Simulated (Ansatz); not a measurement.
Method: Ansatz 0.2.0, DFT PBE, scalar-relativistic, plane waves, PAW. Cutoff 420 eV, Γ-centred meshes of about 0.25 Å⁻¹ or finer for metals and 0.3 Å⁻¹ for insulators (2π included), Gaussian smearing. Collinear spin where magnetic atoms keep a moment.

All energies are static (0 K, no zero-point motion).

Compare these two cells of SrTi₂O₄, each relaxed at this level.

A. (no moments)

```
Sr Ti O
1.0
     0.00000    4.52337    4.52337
     4.52337    0.00000    4.52337
     4.52337    4.52337    0.00000
Sr Ti O
2 4 8
Direct
  0.75000 0.75000 0.75000
  0.50000 0.50000 0.50000
  0.12500 0.12500 0.62500
  0.62500 0.12500 0.12500
  0.12500 0.62500 0.12500
  0.12500 0.12500 0.12500
  0.89621 0.89621 0.89621
  0.89621 0.31137 0.89621
  0.31137 0.89621 0.89621
  0.35379 0.35379 0.93863
  0.89621 0.89621 0.31137
  0.35379 0.93863 0.35379
  0.93863 0.35379 0.35379
  0.35379 0.35379 0.35379
```

B. (no moments)

```
Sr Ti O
1.0
     1.58959   -4.95547    0.00000
     1.58959    4.95547    0.00000
     0.00000    0.00000   10.27477
Sr Ti O
2 4 8
Direct
  0.38107 0.61893 0.25000
  0.61893 0.38107 0.75000
  0.87577 0.12423 0.93764
  0.87577 0.12423 0.56236
  0.12423 0.87577 0.43764
  0.12423 0.87577 0.06236
  0.92504 0.07496 0.75000
  0.23691 0.76309 0.89980
  0.23691 0.76309 0.60020
  0.07496 0.92504 0.25000
  0.76309 0.23691 0.39980
  0.76309 0.23691 0.10020
  0.50000 0.50000 0.00000
  0.50000 0.50000 0.50000
```

**Question.** Which form is favoured at zero pressure, and by what margin per atom?

**Answer.** B is lower, by 111 meV/atom. A has the spinel type, space group Fd-3m (No. 227), 13.2 Å³/atom and no gap on its mesh; B has space group Cmcm (No. 63), 11.6 Å³/atom and no gap. Counting O atoms around Sr and Ti (those within 1.25 times the shortest such distance or 1.15 times the sum of covalent radii, 1.27 where that leaves under three; a plus sign parts nearer from farther groups), A has Sr 4, Ti 6 and B has Sr 6+3, Ti 6. The denser one is the lower, and pressure would at first widen the difference. Both come from trial cells of a structure search.

In such compounds of Ti a zero gap at this level may well be an artefact, since no Hubbard U is applied. Trial moments fell under 0.15 μB along the way in Fd-3m and Cmcm; another start might hold them. With atoms moved at random, B came back. A had no clear such test and can be a saddle point.
